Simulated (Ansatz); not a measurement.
The calculation used DFT, LDA (PW92), plane waves (420 eV) with PAW, scalar-relativistic in Ansatz 0.2.0. The PAW files were generated under PBE, with cores re-solved for the functional.

An element in the dhcp structure gives this curve. The cell is scaled uniformly from the relaxed one, with fractional coordinates and shape fixed. Energies are extrapolated to zero smearing, pressures are those at the given smearing. Magnetic state: spin not included.

| V (Å³/atom) | E − E₀ (meV/atom) | P (GPa) |
| --- | --- | --- |
| 22.578 | 69.2 | 8.36 |
| 23.604 | 27.8 | 5.04 |
| 24.630 | 5.9 | 2.29 |
| 25.656 | 0.1 | 0.00 |
| 26.683 | 7.7 | -1.90 |
| 27.709 | 26.7 | -3.50 |
| 28.735 | 55.0 | -4.85 |

Q: Which element is it?
A. lutetium
B. lead
C. yttrium
D. bismuth

A: A. Its fit is V₀ = 25.55 Å³/atom, B₀ = 53 GPa, B₀′ = 3.5.
